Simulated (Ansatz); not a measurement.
GaSb:
Space group P6₃mc (No. 186); a = 4.3214 Å, b = 4.3214 Å, c = 7.1250 Å, α = 90.00°, β = 90.00°, γ = 120.00°

| atom | site | symmetry | x | y | z |
|---|---|---|---|---|---|
| Ga | 2b | 3m. | 0.3333 | 0.6667 | 0.0005 |
| Sb | 2b | 3m. | 0.3333 | 0.6667 | 0.3744 |

Relaxed with r²SCAN. r²SCAN (plane waves, PAW; program Ansatz) gives a gap of 0.41 eV.

**Question.** What gap does HSE06 give on the same cell (Ansatz, PAW)?

**Answer.** 0.71 eV, 0.30 eV more. The hybrid was solved on a coarser mesh and at special points; its gap is the smallest among all of these.

```csv
k,v1 r²SCAN,c1 r²SCAN,v1 HSE06,c1 HSE06
Γ,0.00,0.41,0.00,0.71
A,-0.78,1.08,___,___
K,-2.81,1.94,-2.95,2.24
H,-1.83,1.65,___,___
M,-1.30,1.02,___,___
L,-2.15,0.95,___,___
```

**Question.** Top valence (v1) and lowest conduction level (c1) in eV from each method's valence maximum (which need not be a listed point): supply the withheld HSE06 values.

**Answer.** 
- H, v1 HSE06: -1.89
- H, c1 HSE06: 1.98
- A, v1 HSE06: -0.80
- A, c1 HSE06: 1.42
- M, v1 HSE06: -1.35
- M, c1 HSE06: 1.31
- L, v1 HSE06: -2.23
- L, c1 HSE06: 1.27

Cost on shared cores: the r²SCAN run (SCF on a 7×7×4 mesh, then bands and DOS) very roughly 70 core-seconds, the HSE06 run (SCF on 6×6×3, then a few points) roughly 2.8 core-minutes; the tasks are unlike.

Space group P6_3mc (wurtzite). The workflow started from a Materials Project entry (that database holds measured and hypothetical structures alike); the Crystallography Open Database copy checked does not list it. It is not the phase usual at ambient conditions (space group No. 216). The r²SCAN relaxation kept the symmetry of its start; whether a distortion lowers the energy is not shown. Spin–orbit coupling is left out wherever it is not named.

Potentials: the later of the program's two PAW sets.
